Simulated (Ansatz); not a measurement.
**Compressing CrB4: a fit and a missing row**

CrB4, Immm, a = 2.829 Å, b = 4.709 Å, c = 5.463 Å. The structure is a COD entry; whether it is the stable form wasn't checked. Ansatz: PBEsol, PAW, 420 eV, Γ-centred 14×14×14 mesh on 5 atoms, Gaussian smearing 0.10 eV; no spin polarisation. Shape and atoms are relaxed at each volume; pressure is positive in compression.

```tsv
V (Å³/atom)	P (GPa)
6.404	?
6.622	32.02
6.840	19.74
7.058	9.15
7.277	0.00
7.495	-7.90
7.713	-14.72
8.004	-22.41
```

Question: Take V0 = 7.277 Å³/atom, fit the third-order Birch–Murnaghan form to the other rows, and predict the missing pressure.

Answer: With the Eulerian strain f = ½[(V0/V)^(2/3) − 1] and y = P/[3f(1 + 2f)^(5/2)], the form is the line y = B0 + 1.5 B0 (B0′ − 4) f. Rows (f, y): 0.03245, 281.1; 0.02108, 281.5; 0.01029, 281.7; -0.00974, 284.0; -0.01902, 284.2; -0.03075, 284.7. Means f = 0.0007183, y = 282.87; Σ(Δf)² = 0.003002, ΣΔfΔy = -0.1909; the slope is their ratio. y = 282.9 − 63.59 f GPa, so B0 = 282.9 GPa and B0′ = 4 + 2 × (-63.59)/(3 × 282.9) = 3.85. At V = 6.404, f = 0.04447, y = 280.07 and P = 46.23 GPa. The run gave 46.25 GPa, so the fit is 0.02 GPa too low, within twice the rms miss on the fitted rows (0.02 GPa).